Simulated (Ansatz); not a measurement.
The end point of a relaxation of ZnO. Space group P6₃mc (No. 186), wurtzite type. Calculation: r2SCAN (plane waves to 500 eV, PAW, scalar-relativistic; Ansatz, an electronic-structure program).

```cif
data_O2Zn2
_chemical_formula_sum 'Zn2 O2'
_space_group_name_H-M_alt 'P63mc'
_space_group_IT_number 186
_space_group_name_Hall 'P 6c -2c'
_cell_length_a 3.23516
_cell_length_b 3.23516
_cell_length_c 5.21154
_cell_angle_alpha 90.000
_cell_angle_beta 90.000
_cell_angle_gamma 120.000
loop_
_atom_site_label
_atom_site_type_symbol
_atom_site_symmetry_multiplicity
_atom_site_Wyckoff_symbol
_atom_site_fract_x
_atom_site_fract_y
_atom_site_fract_z
_atom_site_occupancy
Zn1 Zn 2 b 0.66667 0.33333 0.00241 1
O1 O 2 b 0.33333 0.66667 0.12279 1
```

| Property | Result |
|---|---|
| Volume per atom | 11.81 Å³ |
| Band gap | 1.24 eV, direct at Γ (no spin-orbit coupling) |
| Shortest distances | O–Zn 1.97 Å; Zn–Zn 3.21 Å; O–O 3.21 Å |
| k-mesh | 12×12×7 |

Band energies at high-symmetry points (eV from the VBM; labels of this space group; no spin-orbit coupling), from −5 eV up to 3.6 eV:

```csv
point,energies
Γ,-4.59 -4.59 -4.38 -4.38 -4.11 -0.82 -0.82 -0.10 0.00 0.00 1.24
M,-4.55 -4.42 -4.33 -4.26 -3.78 -3.59 -2.87 -2.33 -1.31 -0.87
K,-4.79 -4.79 -4.66 -4.53 -4.51 -4.51 -3.82 -3.57 -3.57 -1.96 -1.96 -1.77
A,-4.46 -4.46 -4.46 -4.46 -2.25 -2.25 -0.40 -0.40 -0.40 -0.40
L,-4.39 -4.39 -4.31 -4.31 -3.81 -3.81 -1.55 -1.55 -1.41 -1.41
H,-4.58 -4.58 -4.06 -4.06 -3.75 -3.75 -2.74 -2.74 -1.29 -1.29
```

No spin polarisation in the result.

Measured for ZnO: a 3.2482 Å (0 K or low temperature; as listed in arXiv:1206.3780); c 5.204 Å (0 K or low temperature; as listed in arXiv:1206.3780); gap 3.6 eV (static lattice; corrected from measurement; as listed in Wei Chen et al., Physical Review Materials (2018)). Computed minus measured — a: r2SCAN -0.4 %; c: r2SCAN +0.1 %; gap: r2SCAN -2.36 eV. The computed values are for a static lattice, and a measured gap can be an optical one, lowered by exciton binding.

The run could not lose the symmetry of its start.
